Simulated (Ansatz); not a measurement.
Be3N2 in space group P6_3/mmc (No. 194; Be on 4f, Be on 2b, N on 2a, N on 2c), r²SCAN in the plane-wave PAW code Ansatz, all energies at zero smearing, with the estimated change up to a 700 eV cutoff added, with one set of potentials and settings (totals compare only within such a set). Cell of 10 atoms (6 Be, 4 N): -2111.156 eV.

| element | reference phase | E (eV/atom) |
|---|---|---|
| Be | P6_3/mmc, 2 atoms in the cell | -93.3347 |
| N | Pa-3, 8 atoms in the cell | -384.8315 |

Formation energy per atom, worked out: (-2111.156 − 6×(-93.3347) − 4×(-384.8315))/10 = -1.182 eV/atom (-114 kJ per mol of atoms), at 0 K, without zero-point energy or fitted corrections.

The workflow started from a Materials Project entry (that database holds measured and hypothetical structures alike); the Crystallography Open Database copy checked does not list it. COD files the formula under space group No. 206. Whether it is the stable phase at ambient conditions was not checked. The r²SCAN relaxation kept the symmetry of its start; whether a distortion lowers the energy is not shown. The references are the lowest solids computed at this level, not always the standard phases (solids in place of the gases).

Potentials: the later of the program's two PAW sets.
